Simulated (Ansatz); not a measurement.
CdI₂:
```yaml
crystal:
  lattice:
    - [4.24247, 0.00000, 0.00000]
    - [-2.12124, 3.67409, 0.00000]
    - [0.00000, 0.00000, 6.82394]
  atoms:
    - { symbol: Cd, position: [0.00000, 0.00000, 0.00000] }
    - { symbol: I, position: [0.33333, 0.66667, 0.25348] }
    - { symbol: I, position: [0.66667, 0.33333, 0.74652] }
```

Relaxed with PBE+D3(BJ).

Problem. Give the Bader charges and basin volumes of the independent atoms, the program Ansatz at the PBE+D3(BJ) level (PAW).

Solution. 

```tsv
atom	Bader charge (e)	Bader volume (Å³)
Cd1	+0.79	19.4
I2	-0.39	43.4
```

Space group P-3m1 (CdI2 type). Symmetry was held in the PBE+D3(BJ) relaxation. Spin–orbit coupling is left out wherever it is not named.

Potentials: the later of the program's two PAW sets.
